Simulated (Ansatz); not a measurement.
ZrC, DFT, PBEsol, PAW with Ansatz's default frozen-core files, scalar-relativistic (Ansatz 0.2.0), run on 1 thread of Arm Neoverse V2 on a shared host.

The cell comes from COD entry 1562921, which wasn't checked; take it as a given geometry. The listed cell was then made from it by scaling, straining or moving an atom.

Command: `ansatz run input.yaml --threads 1 --pin off --max-ram 3072MiB --backend cpu --events-out ev --progress --plain --runs-dir out`

```yaml
crystal:
  lattice:
    - [0.0705063, 2.38546315, 2.38546315]
    - [2.38546315, 0.0705063, 2.38546315]
    - [2.38546315, 2.38546315, 0.0705063]
  atoms:
    - { symbol: Zr, position: [0.5, 0.5, 0.5] }
    - { symbol: C, position: [0.0, 0.0, 0.0] }
kpoints:
  mp_grid: { grid: [15, 15, 15] }
scf:
  occupations: { method: fermi_dirac, width: 0.05 }
hamiltonian:
  xc: pbesol
  pseudopotentials: { kind: paw }
output:
  forces: true
  stress: true
  eigenvalues: true
  efg: { contact_densities: true }
```

Problem. How large is the problem that the program sets up?

Solution. 344 irreducible k-points, 531 plane waves at Γ, 12 bands.

Problem. About how long does it take, and how much memory does it use?

Solution. 6.2 s of wall time for 6 SCF iterations, with a peak of 0.42 GiB. Times on shared machines scatter by tens of per cent.

Problem. And the same cell and mesh by crystal-made all-electron datasets, asked for forces, stress, eigenvalues, efg, on the same hardware?

Solution. 21 s, peak memory 0.65 GiB.
